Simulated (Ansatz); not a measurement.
The relaxed structure here is a generated cell of SrTiO3: the first start was made by placing the elements on the sites of a structure type, and the end was not matched to a known phase here, so it may be hypothetical. Known forms of SrTiO3 include space group No. 221.

A relaxed cell of SrTiO3 (R-3c (No. 167)), relaxed on a k-mesh at least as fine as the one used below. Computed with PBE (plane waves to 420 eV, PAW, scalar-relativistic; Ansatz, a quantum-chemistry and plane-wave program). Γ-centred k-mesh 5×5×5 on the run's cell (coarser than for final values), Fermi–Dirac smearing 0.05 eV.

```
CELL_PARAMETERS angstrom
      2.78392     1.60730     4.53725
     -2.78392     1.60730     4.53725
      0.00000    -3.21460     4.53725
ATOMIC_POSITIONS crystal
  Sr 0.25000 0.25000 0.25000
  Sr 0.75000 0.75000 0.75000
  Ti 0.00000 0.00000 0.00000
  Ti 0.50000 0.50000 0.50000
  O  0.72583 0.77417 0.25000
  O  0.25000 0.72583 0.77417
  O  0.77417 0.25000 0.72583
  O  0.27417 0.22583 0.75000
  O  0.75000 0.27417 0.22583
  O  0.22583 0.75000 0.27417
```

The atoms are displaced along an unstable phonon of this cell by (Å):

```json
[
 {"atom": "Sr1", "ux": "0.000", "uy": "0.000", "uz": "0.021"},
 {"atom": "Sr2", "ux": "0.000", "uy": "0.000", "uz": "0.021"},
 {"atom": "Ti3", "ux": "0.000", "uy": "0.000", "uz": "0.111"},
 {"atom": "Ti4", "ux": "0.000", "uy": "0.000", "uz": "0.111"},
 {"atom": "O5", "ux": "0.000", "uy": "-0.014", "uz": "-0.149"},
 {"atom": "O6", "ux": "0.013", "uy": "0.007", "uz": "-0.149"},
 {"atom": "O7", "ux": "-0.013", "uy": "0.007", "uz": "-0.149"},
 {"atom": "O8", "ux": "0.000", "uy": "-0.014", "uz": "-0.149"},
 {"atom": "O9", "ux": "0.013", "uy": "0.007", "uz": "-0.149"},
 {"atom": "O10", "ux": "-0.013", "uy": "0.007", "uz": "-0.149"}
]
```

Question: What forces (eV/Å) and pressure result?

Answer: 
```tsv
atom	Fx	Fy	Fz
Sr1	0.00	0.00	0.13
Sr2	0.00	0.00	0.13
Ti3	0.00	0.00	-1.21
Ti4	0.00	0.00	-1.21
O5	-0.06	0.53	0.36
O6	-0.43	-0.32	0.36
O7	0.49	-0.22	0.36
O8	0.06	0.53	0.36
O9	-0.49	-0.22	0.36
O10	0.43	-0.32	0.36
```

Pressure +5.1 GPa.

Question: Estimate the energy cost of the displacement in the harmonic approximation and compare with the calculation.

Answer: For a harmonic well ΔE = −½ Σ F·u = 0.316 eV a cell, or 32 meV/atom. The calculated energy relative to the undisplaced cell is +12 meV/atom, so anharmonic terms matter at this amplitude.

The undisplaced cell is probably no minimum: from this displacement the run went on to R3c (No. 161), 2 meV/atom below it.

No spin polarisation in the result.
